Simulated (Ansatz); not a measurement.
GaN:
```
CELL_PARAMETERS angstrom
      2.94008     0.00000     0.00000
     -1.47004     2.54619     0.00000
      0.00000     0.00000     2.65438
ATOMIC_POSITIONS crystal
  Ga 0.00000 0.00000 0.00000
  N  0.66667 0.33333 0.50000
```

Relaxed with PBEsol. Special points in fractions of this cell's reciprocal vectors: Γ (0.000, 0.000, 0.000); M (0.500, 0.000, 0.000); K (0.333, 0.333, 0.000); A (0.000, 0.000, 0.500); L (0.500, 0.000, 0.500); H (0.333, 0.333, 0.500).

Problem. List the band energies nearest the Fermi level at these points for PBEsol in the plane-wave PAW code Ansatz.

Solution. In eV from the Fermi level; about four levels below and three above (degenerate sets whole), none deeper than 8.9 eV; … stands for higher levels left out; points with the same levels are listed once.

| k | below | above |
|---|---|---|
| Γ | -1.25 -0.88 -0.88 | 0.14 … |
| M | -8.81 -2.83 | 0.20 2.67 7.51 |
| K | -7.94 -6.38 | 0.39 7.05 7.37 |
| A | – | 0.06 0.06 5.68 |
| L | -6.25 -5.52 -1.14 -0.58 | 7.44 … |
| H | -5.53 -5.15 -2.57 | 0.26 1.17 … |

Space group P-6m2. The cell is a constructed one: a structure type filled with these elements; neither database checked (COD, Materials Project) lists it. It is not the phase usual at ambient conditions (space group No. 186, 216). The cell was relaxed with PBEsol under the symmetry of its start. At this level the phase is dynamically unstable (imaginary phonons). Scalar-relativistic: spin–orbit coupling is off unless named, which matters more the heavier the elements.

Potentials: the later of the program's two PAW sets.
